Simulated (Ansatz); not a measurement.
A: Ga2Pt (fluorite type, space group Fm-3m), a = 5.935 Å, b = 5.935 Å, c = 5.935 Å, α = 90.00°, β = 90.00°, γ = 90.00°
B: C (diamond), a = 3.5603 Å, b = 3.5603 Å, c = 3.5603 Å, α = 90.00°, β = 90.00°, γ = 90.00°
C: Rh (fcc, Cu type), a = 3.8000 Å, b = 3.8000 Å, c = 3.8000 Å, α = 90.00°, β = 90.00°, γ = 90.00°
D: Nb$_{3}$Au (A15, Cr3Si type), a = 5.216 Å, b = 5.216 Å, c = 5.216 Å, α = 90.00°, β = 90.00°, γ = 90.00°

Scan: energy against volume (even scaling of the relaxed cell, symmetry kept). All come from one method, each on a k mesh of its own. All were relaxed with their symmetry unable to fall. Ga2Pt is run without spin polarisation. Nb3Au is run without spin polarisation. Rh is run without spin polarisation. Spin-orbit coupling is left out. This is a high-temperature form of Ga2Pt.

Question: Rank these by bulk modulus (fitted) (lowest first), as r2SCAN (plane waves to 500 eV, PAW, scalar-relativistic; Ansatz, a quantum-chemistry and plane-wave program) gives it.

Answer: A (134 GPa), D (192 GPa), C (281 GPa), B (451 GPa)

(Under strain, the slope of the energy per volume gives the stress and its curvature an elastic modulus.)
